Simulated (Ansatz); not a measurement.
## CaMg: energy along a strain

CaMg, Pm-3m, a = 3.966 Å (as given, not relaxed at this level: -2.0 GPa). The structure is a Materials Project entry; whether it is the stable form wasn't checked. Ansatz: LDA, PAW, 420 eV, Γ-centred 12×12×12 mesh on 2 atoms, Gaussian smearing 0.15 eV; no spin polarisation. Cell vectors (Å): 3.966 0.000 0.000; 0.000 3.966 0.000; 0.000 0.000 3.966. The cell is strained by x per cent times the pattern (1 -1 0 0 0 0) in the order xx yy zz yz xz xy (engineering shears), with fractional coordinates held. y is the free energy over the start, V0 = 31.194 Å³/atom. Symmetry makes y even in x. Points with a strain past 8.5 % were computed too (4) and aren't used here.

| x (%) | y (meV/atom) |
| --- | --- |
| -7.50 | 10.36 |
| 0.00 | 0.00 |
| 1.87 | 0.42 |
| 3.75 | 1.93 |
| 5.62 | ? |

Problem. Fit y = c2 x² + c4 x⁴ to the other rows, get the stiffness along the pattern, and predict the missing energy.

Solution. Least squares on the rows shown. y = 0.1211 x² + 0.001122 x⁴. The clamped-ion stiffness p·C·p = 2 × 1.211 eV × 160.2 / 31.194 Å³ = 12.4 GPa (second derivative at the start, which stands under stress). At x = 5.62 the fit asked for gives 4.94 meV/atom. The run gave 5.09 meV/atom, so the fit is 0.15 meV/atom too low, a small miss on the scale of the series.